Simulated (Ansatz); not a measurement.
P in space group I4_132 (No. 214; P on 8a) at seven volumes, DFT-PBEsol in the program Ansatz with PAW potentials, scaled uniformly. One row is withheld.

```csv
V (Å³/atom),P (GPa)
24.874,5.79
25.694,3.33
26.514,1.46
27.334,0.00
28.154,-1.13
28.974,?
29.794,-2.58
```

**Question.** Fit the shown pressures and predict the withheld one.

**Answer.** Third-order Birch–Murnaghan: P = (3/2)B₀(x^(7/2) − x^(5/2))[1 + (3/4)(B′ − 4)(x − 1)] with x = (V₀/V)^(2/3). Least squares on the six rows gives V₀ = 27.328 Å³/atom, B₀ = 42.63 GPa, B′ = 8.00. At V = 28.974, x = 0.9618 and P = -1.96 GPa. The run itself gave -1.99 GPa.

The start of the workflow was typed in or built on a structure type; neither database checked (COD, Materials Project) lists it. It is not the phase usual at ambient conditions (space group No. 64). The PBEsol relaxation kept the symmetry of its start. At this level the phase is dynamically unstable (imaginary phonons). The volume moved by 30 % from the start of the relaxation.

Potentials: the later of the program's two PAW sets.
